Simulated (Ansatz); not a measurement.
**Rh$_{4}$C$_{3}$ in Ansatz, settings compared**

input.yaml:

```yaml
crystal:
  lattice:
    - [3.223953, 0.0, 0.0]
    - [-1.611976, 2.792026, 0.0]
    - [-1.611976, 0.930675, 8.06392]
  atoms:
    - { symbol: Rh, position: [0.128, 0.872, 0.384] }
    - { symbol: Rh, position: [0.872, 0.128, 0.616] }
    - { symbol: C, position: [0.217, 0.783, 0.651] }
    - { symbol: C, position: [0.783, 0.217, 0.349] }
    - { symbol: Rh, position: [0.293, 0.707, 0.879] }
    - { symbol: Rh, position: [0.707, 0.293, 0.121] }
    - { symbol: C, position: [0.0, 0.0, 0.0] }
  symmetry: { tolerance: 0.0003 }
kpoints:
  mp_grid: { grid: [6, 6, 6], shift: [0, 0, 0] }
magnetization:
  spin_polarized: false
scf:
  occupations: { method: gaussian, width: 0.0262 }
hamiltonian:
  pseudopotentials: { kind: paw }
  xc: pbe
basis:
  ecutwfc: 420
output:
  forces: true
  stress: true
  eigenvalues: true
```

Run with:

```bash
ansatz run input.yaml --threads 1 --pin off --max-ram 2560MiB --backend cpu --events-out ev --progress --plain --runs-dir out
```

Origin of the cell: a known structure type with other elements, at an estimated volume, so it need not be a known compound.

Output of this run (shortened):

```
SCF iter   1: F=—  HF=-26359.076503 eV  Δρ=1.47e-2  dr2=1.87e-1  defer=3
SCF iter   2: F=—  HF=-26359.058985 eV  Δρ=7.22e-3  dr2=5.40e-2  defer=34
SCF iter   3: F=—  HF=-26359.051607 eV  Δρ=1.14e-3  dr2=5.90e-4  defer=73
SCF iter   4: F=—  HF=-26359.051539 eV  Δρ=2.42e-4  dr2=9.17e-5  defer=73
SCF iter   5: F=—  HF=-26359.051538 eV  Δρ=8.67e-5  dr2=5.20e-6  defer=73
SCF iter   6: F=—  HF=-26359.051539 eV  Δρ=3.12e-5  dr2=4.11e-7  defer=73
SCF iter   7: F=-26359.051539 eV  HF=-26359.051539 eV  Δρ=6.66e-6  dr2=3.26e-8
SCF 1 converged in 7 iterations: F = -26359.051539 eV  dr2 = 3.26e-8
SCF converged after 7 iterations
Free energy (F): -26359.051539 eV
Harris-Foulkes:  -26359.051539 eV  (|F-HF|=4.37e-9)
Internal energy: -26359.050909 eV  (E = F + TS)
E sigma→0 (E₀):  -26359.051224 eV
Entropy (-TS):   -0.000629 eV (-0.090 meV/atom)
Fermi energy:    21.267504 eV
--- Per-component energies (eV) ---
  E_band       = -373.006854
  E_kinetic    = 2589.922303
  E_local      = -7343.134014  (includes V_loc(G=0)·N_el)
  E_nonlocal   = 1507.370074
  E_hartree    = 2643.366188
  E_xc         = -1040.219140
  E_vxc        = -1304.574820  (∫ρ·V_xc dr)
  E_paw        = -14648.828392  (= ΣΔE_a)
  E_vpaw       = -1109.325929  (= ΣTr[D̂ρ^β])
  E_aug_tail   = 0.003532  (compensation charges beyond the density's cutoff)
  E_ewald      = -10067.531460
  E_smearing   = -0.000629  (= −TS)
  Σ components = -26359.051539   (vs F -26359.051539, Δ=0.00e0)
--- Forces (eV/Å), atoms counted from 1 ---
  atom   1  Rh    -0.000000     0.000000    -0.466593
  atom   2  Rh     0.000000    -0.000000     0.466593
  atom   3  C     -0.000000     0.000000    -0.726344
  atom   4  C      0.000000    -0.000000     0.726344
  atom   5  Rh     0.000000    -0.000000     1.466806
  atom   6  Rh    -0.000000     0.000000    -1.466806
  atom   7  C     -0.000000     0.000000     0.000000
  max |Σ_I F_I| component: 3.70e-17 eV/Å
--- Stress (GPa, compression-positive) ---
       47.925772      -0.000000       0.000000
       -0.000000      47.925772      -0.000000
        0.000000      -0.000000      57.188125
  P = ⅓ Tr σ = 51.0132 GPa (510.132 kbar)
```

The same input was run again with these changes:

1. `basis.ecutwfc` 420 → "550 eV"; `crystal.symmetry` { tolerance: 0.0003 } → { detect: false }
2. `scf.lower_state_search` default → "off"; `scf.occupations.method` gaussian → methfessel_paxton; `scf.occupations.width` 0.0262 → 0.3
3. `scf.occupations.width` 0.0262 → default; `scf.occupations.method` gaussian → tetrahedron_uncorrected; `scf.lower_state_search` default → light
4. `scf.occupations.width` 0.0262 → default; `scf.occupations.method` gaussian → tetrahedron; `scf.lower_state_search` default → light

```
 run        end  SCF iterations  P (GPa)  max force component (eV/Å)  moment (μB)  ΔE(σ→0) (meV/atom)
base  converged               7    51.01                       1.467            –                   0
   1  converged               7    50.98                       1.469            –               -3.23
   2  converged               8    51.01                       1.491            –                0.52
   3  converged               9    51.45                       1.434            –               17.71
   4  converged               9    51.08                       1.472            –               -1.06
```

Energies are compared only where functional, datasets, charge and starting cell are the same.

Caveats of the base run: no moments, though an odd count or open d shells may carry them; the given cell is far from equilibrium, with atoms too close or a volume far off; the k mesh is coarse if the cell is a metal.

Run 2: wide smearing.
Run 4: forces and stress under tetrahedra may miss the slope of the energy.

The base run took 2.8 s of wall time on 1 CPU thread(s) of a shared host, from the program's own first density.
